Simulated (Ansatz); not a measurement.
The start is a randomly generated symmetric cell of Cd (space group No. 141). The structure is fully relaxed (lattice and positions, P = 0) with PBEsol (plane waves to 420 eV, PAW, scalar-relativistic; Ansatz, a program for electronic structure). The first steps use a coarse 12×12×12 k-mesh.

Initial structure:
```yaml
crystal:
  lattice:
    - [-3.87996, 3.87996, 1.49955]
    - [3.87996, -3.87996, 1.49955]
    - [3.87996, 3.87996, -1.49955]
  atoms:
    - { symbol: Cd, position: [0.87500, 0.62500, 0.25000] }
    - { symbol: Cd, position: [0.37500, 0.62500, 0.75000] }
    - { symbol: Cd, position: [0.37500, 0.62500, 0.25000] }
    - { symbol: Cd, position: [0.37500, 0.12500, 0.75000] }
```

### Question
By how much does the energy per atom fall from start to end?

### Answer
0.01 eV/atom.

### Question
How do the shortest distances between atoms change?

### Answer
The closest pairs of elements (up to four, under 3.6 Å), start → end: Cd–Cd 2.84 → 2.91 Å.

### Question
Is the relaxed structure metallic? Give its gap.

### Answer
Zero (metallic).

The space group stays I4₁/amd (No. 141) (the run could not lower it), with 4 atoms in the primitive cell. Final values are on a 17×17×17 k-mesh of the relaxed cell. No spin polarisation in the result.

The run could not lose the symmetry of its start, so the end can be a saddle point.

All atoms sit on sites fixed by symmetry, so only the cell could relax.

The relaxed structure here is a generated cell of Cd: the first start was made by a random draw of sites in a space group, and the end was not matched to a known phase here, so it may be hypothetical. Known forms of Cd include space group No. 194.
